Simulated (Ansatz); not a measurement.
Ag:
```yaml
crystal:
  lattice:
    - [2.89275, 0.00000, 0.00000]
    - [-1.44637, 2.50519, 0.00000]
    - [0.00000, 0.00000, 9.41491]
  atoms:
    - { symbol: Ag, position: [0.00000, 0.00000, 0.00000] }
    - { symbol: Ag, position: [0.00000, 0.00000, 0.50000] }
    - { symbol: Ag, position: [0.33333, 0.66667, 0.25000] }
    - { symbol: Ag, position: [0.66667, 0.33333, 0.75000] }
```

Relaxed with r²SCAN+D4. Special points in fractions of this cell's reciprocal vectors: Γ (0.000, 0.000, 0.000); M (0.500, 0.000, 0.000); K (0.333, 0.333, 0.000); A (0.000, 0.000, 0.500); L (0.500, 0.000, 0.500); H (0.333, 0.333, 0.500).

**Question.** List the band energies nearest the Fermi level at these points for plane-wave PAW r²SCAN+D4 (Ansatz code).

**Answer.** In eV from the Fermi level; about four levels below and three above (degenerate sets whole), none deeper than 8.9 eV; points with the same levels are listed once.

```
k                                below                  above
-  -----------------------------------  ---------------------
Γ        -3.71 -3.71 -3.30 -3.30 -0.24       3.80 11.65 11.67
M              -3.11 -3.11 -3.08 -0.09         0.89 1.10 1.68
K              -3.52 -3.44 -3.44 -3.35         3.30 3.31 3.31
A  -3.47 -3.47 -3.47 -3.47 -2.45 -2.45  6.83 6.83 15.87 15.87
L              -3.24 -3.24 -3.12 -3.12    0.33 0.33 1.52 1.52
H              -3.43 -3.43 -3.30 -3.30    3.65 3.65 3.67 3.67
```

Space group P6_3/mmc (dhcp (α-La type)). The workflow started from a Materials Project entry (that database holds measured and hypothetical structures alike); the Crystallography Open Database files this formula in space group No. 194, but the cells were not matched. It is not the phase usual at ambient conditions (space group No. 225). The r²SCAN+D4 relaxation kept the symmetry of its start; its stability against distortions is not shown here. The run is not spin-polarised. The pairwise dispersion correction was not fitted to metals. Scalar-relativistic: spin–orbit coupling is off unless named, which matters more the heavier the elements.

Potentials: the later of the program's two PAW sets.
